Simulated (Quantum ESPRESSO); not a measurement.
AlTaHf6, a guest atom moved from site to site

A calculation, not a measurement. The program is pw.x of Quantum ESPRESSO 7.5 (plane-wave density functional theory). The cell is made up: eight metal atoms on a face-centred cubic lattice, with elements, volume, strain and displacements drawn at random and not relaxed, so it may be unstable or far from any real phase. PseudoDojo standard norm-conserving files set the functional (PBE unless stated); there is no spin polarisation or spin-orbit coupling, the Fermi-Dirac width of 0.25 eV means electrons at about 2900 K, and the masses in the input are unused placeholders. Heavy elements are run without spin-orbit coupling, which real alloys of them have. A spin test at this wide smearing found no moment, but such smearing suppresses magnetism that the real alloy may have.

The runs move one Al atom among sites that otherwise hold Hf. Cell, positions, cutoff, mesh and smearing stay as in the input of run 1; sites are counted in its order. Stress in the tables is positive in tension.

Input of run 1:

```
&control calculation='scf', pseudo_dir='./dojo.nc.sr.pbe.v0_5.standard.upf', outdir='./o', disk_io='minimal', tprnfor=.true., tstress=.true. /
&system ibrav=0, nat=8, ntyp=3, nbnd=61, ecutwfc=57.99043039, nosym=.true., tot_charge=0,
 occupations='smearing', smearing='fd', degauss=0.0183746611
/
&electrons conv_thr=1.470e-08, electron_maxstep=70, mixing_beta=0.5 /
ATOMIC_SPECIES
Al 1.0 Al.upf
Hf 1.0 Hf.upf
Ta 1.0 Ta.upf
CELL_PARAMETERS angstrom
2.1738 4.3476 2.1738
0.0 4.3476 -4.3476
-4.3476 4.3476 0.0
ATOMIC_POSITIONS angstrom
Al -0.0203 0.0743 -0.0176
Ta -2.1847 2.0489 -0.0226
Hf -0.0712 2.1503 -2.1979
Hf -2.196 4.2532 -2.1356
Hf 0.005 4.3854 0.0477
Hf -2.0997 6.3786 -0.0164
Hf 0.0942 6.5379 -2.1469
Hf -2.1533 8.7384 -2.2605
K_POINTS automatic
5 5 5 1 1 1
```

```
run  elements on sites 1 to 8  free energy less that of run 1 (eV)  -TS (eV)  pressure (GPa)  stress xx (GPa)  stress yy (GPa)  stress zz (GPa)  stress yz (GPa)  stress xz (GPa)  stress xy (GPa)  iterations
  1   Al Ta Hf Hf Hf Hf Hf Hf                                0.000    -1.803            5.17            -5.23            -5.75            -4.52             0.17            -0.02             0.72          13
  2   Hf Ta Hf Al Hf Hf Hf Hf                                0.152    -1.831            5.52            -5.41            -5.71            -5.44             0.71            -0.03             0.24          13
  3   Hf Ta Hf Hf Al Hf Hf Hf                                0.047    -1.817            5.12            -5.26            -5.75            -4.33             0.27             0.04             0.39          13
  4   Hf Ta Hf Hf Hf Hf Hf Al                                0.037    -1.797            5.37            -5.43            -5.24            -5.44             0.05             0.04             0.02          14
```

Forces Fx Fy Fz (eV/Å):

| site | run 1 | run 2 | run 3 | run 4 |
| --- | --- | --- | --- | --- |
| 1 | 0.10 -0.43 0.20 | 0.18 -0.86 0.26 | -0.43 -1.01 -0.43 | 0.68 -0.43 0.72 |
| 2 | -0.06 0.74 0.62 | 0.01 0.98 0.39 | 0.26 0.69 0.05 | -0.35 0.74 0.79 |
| 3 | 1.00 0.14 0.29 | 0.84 0.30 0.22 | 0.54 0.10 0.51 | 1.16 0.17 0.02 |
| 4 | 0.11 0.48 -0.18 | 0.08 0.45 -0.15 | 0.64 0.79 0.39 | -0.50 0.23 -0.70 |
| 5 | 0.86 -0.79 -0.01 | -0.32 -1.39 -1.09 | 0.20 -0.60 -0.42 | 0.18 -1.12 -0.53 |
| 6 | -0.78 1.32 0.09 | -0.10 1.43 -0.49 | -0.12 1.34 -0.09 | -0.37 1.26 0.07 |
| 7 | -0.61 -0.17 -1.09 | -1.17 -0.06 -0.40 | -1.08 -0.22 -0.61 | -0.71 -0.23 -0.87 |
| 8 | -0.61 -1.28 0.09 | 0.49 -0.85 1.27 | -0.02 -1.09 0.60 | -0.08 -0.62 0.51 |

The sites are displaced and not relaxed, so the energy differences hold strain from misfit and are not ordering energies. A rerun of one cell of this series at a higher cutoff and on a denser mesh moved values by no more than 0.005 eV in energy, 0.02 GPa in stress and 0.004 eV/Å in force, and a second program with other atomic files agreed on that cell to 2 % rms in force and 0.5 GPa in pressure.